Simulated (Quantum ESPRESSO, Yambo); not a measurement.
## NaF under isotropic strain

```xyz
2
Lattice="0.0000 2.3137 2.3137 2.3137 0.0000 2.3137 2.3137 2.3137 0.0000" Properties=species:S:1:pos:R:3 pbc="T T T"
F      2.3137     2.3137     2.3137
Na     0.0000     0.0000     0.0000
```

NaF (rock salt, space group Fm-3m, No. 225) under isotropic strain (on all lattice vectors), counted from the cell relaxed with PBEsol, atoms relaxed at each step. norm-conserving PBEsol (Quantum ESPRESSO, 88 Ry, without SOC); G0W0 and BSE in Yambo (6×6×6 Γ-centred k mesh, bands 2 to 93 and a 14 Ry block in the screening, 93 bands in G with the Bruneval-Gonze terminator, plasmon pole fitted at 27.2 eV; BSE 10×10×10 mesh, 3 valence and 1 conduction bands, static screening with 15 bands and a 4 Ry block, scissor from each state's G0W0).

| strain (%) | pressure (GPa) | PBEsol gap (eV) | kind | G0W0 direct gap (eV) | lowest vertical BSE state (eV) | RPA ε∞ along x |
|---|---|---|---|---|---|---|
| -3 | 5.5 | 6.73 | direct | 11.36 at Γ | 9.50 | 1.83 |
| -1.5 | 2.5 | 6.47 | direct | 11.04 at Γ | 9.15 | 1.82 |
| -0.7 | 1.1 | 6.34 | direct | 10.91 at Γ | 9.02 | 1.81 |
| 0 | 0.0 | 6.22 | direct | 10.77 at Γ | 8.86 | 1.81 |
| +1 | -1.4 | 6.07 | direct | 10.59 at Γ | 8.67 | 1.80 |
| +2 | -2.5 | 5.92 | direct | 10.39 at Γ | 8.45 | 1.79 |

Between -0.7 % and +1 % the direct gap at Γ has a volume deformation potential dE/dlnV of -5.2 eV in PBEsol; the block changes size in that range, so no G0W0 slope is given.

GW, BSE and RPA settings are held fixed; their convergence isn't established. Strains are linear. The screening block changes size along the series (169 vectors at -3 %, 169 vectors at -1.5 %, 169 vectors at -0.7 %, 181 vectors at +0 %, 181 vectors at +1 %, 181 vectors at +2 %), which puts steps into the G0W0 values.
